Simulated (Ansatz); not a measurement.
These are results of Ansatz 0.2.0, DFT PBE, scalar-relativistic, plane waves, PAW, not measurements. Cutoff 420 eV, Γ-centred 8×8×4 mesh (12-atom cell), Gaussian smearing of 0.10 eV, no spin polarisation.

The zero of energy is the elements' standard structures at the same level (O₂ as a molecule); no fitted shifts are applied.

**Question.** Propose a candidate for an orthorhombic metal with formula KGe₄O₇, with a formation energy near −1.19 eV/atom and about 30 Å³ per atom, in a cell of 12 atoms. Its symmetry should be Cmmm (No. 65).

**Answer.** KGe₄O₇, space group Cmmm (No. 65). Around K lie 8 O at 3.52 Å, 8 Ge at 3.79–3.87 Å and 4 O at 3.82 Å; around Ge on a site of symmetry mm2 lie 3 O at 1.88–1.89 Å, 3 Ge at 3.63–3.78 Å and 2 K at 3.87 Å; Ge on a site of symmetry m2m is surrounded by 4 O at 1.76–1.78 Å, 4 Ge at 3.52–3.63 Å and 2 K at 3.79 Å; around O on a site of symmetry mmm lie 2 Ge at 1.89 Å; 2 more sites not described.

```cif
data_structure
_symmetry_space_group_name_H-M 'Cmmm'
_symmetry_Int_Tables_number 65
_cell_length_a 5.6890
_cell_length_b 14.1923
_cell_length_c 9.0225
_cell_angle_alpha 90.000
_cell_angle_beta 90.000
_cell_angle_gamma 90.000
_cell_volume 728.48
loop_
_atom_site_label
_atom_site_type_symbol
_atom_site_symmetry_multiplicity
_atom_site_Wyckoff_symbol
_atom_site_fract_x
_atom_site_fract_y
_atom_site_fract_z
_atom_site_occupancy
K1 K 2 d 0.00000 0.00000 0.50000 1
Ge1 Ge 4 l 0.50000 0.00000 0.79026 1
Ge2 Ge 4 j 0.50000 0.17681 0.50000 1
O1 O 2 b 0.50000 0.00000 0.00000 1
O2 O 8 n 0.50000 0.10388 0.66108 1
O3 O 4 f 0.75000 0.25000 0.50000 1
```

| Property | Result |
| --- | --- |
| Volume per atom | 30.35 Å³ |
| Density | 2.01 g/cm³ |
| Formation energy | −1.19 eV/atom |
| Gap on the 8×8×4 mesh of the 12-atom cell | 0 eV (a metal) |

It was reached by relaxing an invented guess, and it needn't be the stable form of this composition. The answer needn't be unique; the calculation gave this one.

An odd number of electrons in the primitive cell allows no gap without spin; a larger cell or a magnetic state could open one. A structure relaxed within its symmetry needn't be a true minimum.
